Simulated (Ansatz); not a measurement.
**Relaxing iron (diamond)**

Computed with DFT, LDA (PW92), plane waves (420 eV) with PAW, scalar-relativistic in Ansatz 0.2.0. (PAW data from PBE, frozen cores regenerated.)

k-point mesh 11×11×11, Fermi-Dirac smearing 0.05 eV, starting moments 2.50, -2.50 μB. Cell and atoms relax.

Starting structure:

```
CELL_PARAMETERS angstrom
0.00000 2.51451 2.51451
2.51451 0.00000 2.51451
2.51451 2.51451 0.00000
ATOMIC_POSITIONS crystal
Fe 0.12500 0.12500 0.12500
Fe 0.87500 0.87500 0.87500
```

Q: The pressure at the start is -22.0 GPa. By how much does the volume change?

A: From 15.90 to 13.43 Å³ per atom, -15.5 %. The final cell has a = 4.754 Å.

Q: How much energy does the relaxation gain?

A: 197.5 meV per atom.

Q: Which magnetic state does it end in?

A: non-magnetic.
